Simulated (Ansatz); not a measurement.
Trial structure of La2Ge2W, not yet relaxed:

```
La Ge W
1.0
    -2.19270    2.19270    5.15310
     2.19270   -2.19270    5.15310
     2.19270    2.19270   -5.15310
La Ge W
2 2 1
Cartesian
  2.1927 0.0000 2.5766
  0.0000 2.1927 2.5766
  0.0000 0.0000 3.8660
  0.0000 0.0000 6.4402
  0.0000 0.0000 0.0000
```

The calculation used DFT PBE, scalar-relativistic, plane waves, PAW in Ansatz 0.2.0. Settings: cutoff 420 eV, Γ-centred mesh 6×6×6 on the computed 5-atom cell, Gaussian smearing of 0.10 eV; no spin polarisation.

Formation energies are uncorrected and refer to the elements' standard structures at the same level.

Task: How far from equilibrium is it?

Result: The pressure is 38.0 GPa (the mean over three directions, positive in compression), the largest force is 7.89 eV/Å, and the energy is +1.92 eV/atom against the elements. The shortest distance is 2.54 Å.

Task: How much does it gain on relaxing, and where does it end?

Result: Relaxing gains about 1.2 eV/atom (the start's value is from the coarse mesh, so the gain is rough) in 18 ionic steps and ends at +0.70 eV/atom on the finer mesh. The symmetry stays I4/mmm (No. 139). The volume per atom grows by 16.3 %, from 19.8 to 23.1 Å³. The shortest distance goes from 2.54 Å (La–Ge) to 2.31 Å (Ge–Ge). The ratio c/a of the conventional cell changes by a factor of 1.39. Conventional cell: a = 4.133 Å, c = 13.501 Å. La is surrounded by 4 La at 2.92 Å, 4 Ge at 3.03 Å and 4 W at 3.96 Å; Ge has 1 Ge at 2.31 Å, 4 La at 3.03 Å and 4 W at 3.14 Å; around W lie 8 Ge at 3.14 Å and 8 La at 3.96 Å.

The last run used a 12×12×12 mesh for its 5-atom cell and Gaussian smearing of 0.10 eV. Spin–orbit coupling, which can matter for W, is left out. The relaxation can't lower the symmetry of the start. A structure relaxed within its symmetry needn't be a true minimum. Another cell of La2Ge2W relaxed alike, in P-3m1, lies 0.83 eV/atom lower, so this cell isn't the stable form at this level.
